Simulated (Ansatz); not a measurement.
LiCl:
```cif
data_ClLi
_chemical_formula_sum 'Li1 Cl1'
_space_group_name_H-M_alt 'P 1'
_space_group_IT_number 1
_cell_length_a 3.64179
_cell_length_b 3.64179
_cell_length_c 3.64179
_cell_angle_alpha 60.000
_cell_angle_beta 60.000
_cell_angle_gamma 60.000
loop_
_space_group_symop_operation_xyz
  'x, y, z'
loop_
_atom_site_label
_atom_site_type_symbol
_atom_site_fract_x
_atom_site_fract_y
_atom_site_fract_z
_atom_site_occupancy
Li1 Li 0.00000 0.00000 0.00000 1
Cl1 Cl 0.50000 0.50000 0.50000 1
```

Relaxed with PBE.

**Question.** Give the optical modes at the zone centre with their infrared and Raman activity from DFPT, plane-wave PAW PBE (Ansatz code).

**Answer.** Transverse frequencies, without the LO–TO term; a row sums one degenerate level.

```
ω (cm⁻¹)  degeneracy  IR ((D/Å)²/amu)  Raman (Å⁴/amu)  activity  symmetry
--------  ----------  ---------------  --------------  --------  --------
167                3            16.82               0        IR       T1u
```

**Question.** How high does the top mode go among those that the LO–TO term moves?

**Answer.** 383 cm⁻¹ for q along x.

Space group Fm-3m (rock salt). Symmetry was held in the PBE relaxation; phonons on a q-mesh show no instability.

Potentials: the later of the program's two PAW sets.
